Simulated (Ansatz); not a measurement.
ZnCu2GeS4:
```yaml
crystal:
  lattice:
    - [7.37803, 0.00000, 0.00000]
    - [0.00000, 6.42804, 0.00000]
    - [0.00000, 0.00000, 6.12818]
  atoms:
    - { symbol: Zn, position: [0.50000, 0.15698, 0.99973] }
    - { symbol: Zn, position: [0.00000, 0.84302, 0.49973] }
    - { symbol: Cu, position: [0.74911, 0.32963, 0.50684] }
    - { symbol: Cu, position: [0.75089, 0.67037, 0.00684] }
    - { symbol: Cu, position: [0.25089, 0.32963, 0.50684] }
    - { symbol: Cu, position: [0.24911, 0.67037, 0.00684] }
    - { symbol: Ge, position: [0.50000, 0.83304, 0.49955] }
    - { symbol: Ge, position: [0.00000, 0.16696, 0.99955] }
    - { symbol: S, position: [0.50000, 0.82053, 0.86814] }
    - { symbol: S, position: [0.00000, 0.17947, 0.36814] }
    - { symbol: S, position: [0.50000, 0.16351, 0.37972] }
    - { symbol: S, position: [0.00000, 0.83649, 0.87972] }
    - { symbol: S, position: [0.75431, 0.34017, 0.87409] }
    - { symbol: S, position: [0.74569, 0.65983, 0.37409] }
    - { symbol: S, position: [0.24569, 0.34017, 0.87409] }
    - { symbol: S, position: [0.25431, 0.65983, 0.37409] }
```

Relaxed with PBEsol.

Map the electron localisation function on the plane through (0.500, 0.157, 1.000) spanned by u = [0, 1, 0] and v = [0, 0, 1] in lattice vectors, from the program Ansatz at the PBEsol level (PAW).

x is the fraction of u, y of v (the angle between them is 90°; rows are the nearest grid lines); atoms in the plane: Zn at (0.00, 0.00), Ge at (0.68, 0.50), S at (0.66, 0.87), S at (0.01, 0.38).
```
y \ x   0.000  0.0938  0.188  0.281  0.375  0.469  0.531  0.625  0.719  0.812  0.906   1.00
------  -----  ------  -----  -----  -----  -----  -----  -----  -----  -----  -----  -----
1.00    0.000   0.078  0.147  0.035  0.036  0.285  0.642  0.762  0.770  0.459  0.071  0.000
0.935   0.006   0.137  0.143  0.035  0.041  0.523  0.828  0.551  0.698  0.773  0.135  0.006
0.839   0.191   0.149  0.087  0.022  0.036  0.599  0.821  0.145  0.358  0.839  0.220  0.191
0.774   0.106   0.079  0.039  0.014  0.024  0.441  0.731  0.747  0.763  0.697  0.208  0.106
0.677   0.035   0.035  0.026  0.017  0.014  0.127  0.403  0.682  0.666  0.357  0.053  0.035
0.613   0.293   0.221  0.074  0.030  0.019  0.118  0.293  0.355  0.344  0.305  0.177  0.293
0.548   0.715   0.671  0.223  0.046  0.029  0.177  0.294  0.065  0.044  0.360  0.575  0.715
0.452   0.430   0.838  0.555  0.060  0.034  0.193  0.308  0.062  0.044  0.524  0.832  0.430
0.387   0.003   0.677  0.602  0.052  0.029  0.131  0.284  0.309  0.310  0.638  0.770  0.003
0.323   0.348   0.718  0.508  0.034  0.021  0.068  0.162  0.270  0.293  0.577  0.774  0.348
0.226   0.871   0.734  0.233  0.014  0.013  0.027  0.037  0.044  0.052  0.253  0.740  0.871
0.161   0.265   0.250  0.112  0.012  0.015  0.028  0.035  0.036  0.034  0.118  0.255  0.265
0.0645  0.005   0.151  0.142  0.027  0.027  0.106  0.258  0.474  0.456  0.224  0.138  0.005
0.000   0.000   0.078  0.147  0.035  0.036  0.285  0.642  0.762  0.770  0.459  0.071  0.000
```

The density is the valence pseudo-density with augmentation charge, so density and ELF within about 1 Å of a nucleus are not all-electron values.

Space group Pmn2_1. The first step of the workflow began from a Materials Project structure, measured or hypothetical; the Crystallography Open Database copy checked does not list it. With Zn and Ge taken as one species the cell has the higher symmetry Pmc2_1, so it may be an ordered model of a mixed-site phase. Whether it is the stable phase at ambient conditions was not checked. The PBEsol relaxation kept the symmetry of its start; whether a distortion lowers the energy is not shown. No spin polarisation was allowed.

Potentials: the later of the program's two PAW sets.
